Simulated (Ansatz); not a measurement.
CdHC2O3: ¹⁷O nuclear quadrupole resonance

Cell: a measured structure from the Crystallography Open Database (COD) whose atoms were relaxed with PBE, the cell held.

```cif
data_CdHC2O3
_symmetry_space_group_name_H-M 'P2_1/c'
_symmetry_Int_Tables_number 14
_cell_length_a 3.5793
_cell_length_b 10.4878
_cell_length_c 8.5834
_cell_angle_alpha 90.000
_cell_angle_beta 99.551
_cell_angle_gamma 90.000
loop_
_atom_site_label
_atom_site_type_symbol
_atom_site_symmetry_multiplicity
_atom_site_Wyckoff_symbol
_atom_site_fract_x
_atom_site_fract_y
_atom_site_fract_z
Cd Cd 4 e 0.2124 0.6244 0.9241
H H 4 e 0.8484 0.6350 0.1797
C9 C 4 e 0.5721 0.5569 0.5998
C13 C 4 e 0.3469 0.5751 0.4419
O17 O 4 e 0.6526 0.6272 0.7197
O21 O 4 e 0.1588 0.6649 0.3702
O25 O 4 e 0.7705 0.5937 0.0768
```

One atom of each set is listed.

The numbers come from a DFT calculation in Ansatz (PBE, plane waves and PAW, scalar-relativistic, 420 eV cutoff, Γ-centred 9×3×4 k-points, Fermi–Dirac smearing 0.05 eV).

¹⁷O: I = 5/2, Q = -25.58 mb (year-2017 value). Static lattice, zero field.

Sites with a gradient: O17 (4 atoms; 1 C at 1.26 Å; also 2 Cd at 2.43–2.55 Å); O21 (4 atoms; 1 C at 1.26 Å, 1 Cd at 2.26 Å; also 1 H at 1.84 Å); O25 (4 atoms; 1 H at 0.98 Å, 3 Cd at 2.22–2.29 Å).

Problem. The simulated spectrum has lines at 0.825, 1.54, 1.61, 1.64, 1.80, 2.34, 3.40 MHz. Sort them into the sets that belong together, and say which site each set most likely comes from.

Solution. For I = 5/2 and η = 0 the lines are 3|C_Q|/20 and twice that; η pulls their ratio below 2. At large η the states mix, and weaker lines appear at sums of the main ones; lines under 5 % of the strongest are left out. O17: 1.54, 2.34 MHz (|C_Q| = 8.19 MHz, η = 0.52). O21: 1.61, 1.80, 3.40 MHz (|C_Q| = 6.65 MHz, η = 0.87). O25: 0.825, 1.64 MHz (|C_Q| = 5.47 MHz, η = 0.06).

The sites follow from the calculation. At O25 V_zz points along its shortest bond, to H (within 1°).

Without spin–orbit coupling (the program notes it for Cd) the gradients are little affected as a rule: paired runs on crystals with a gap mostly move them by under 2 % at such atoms.
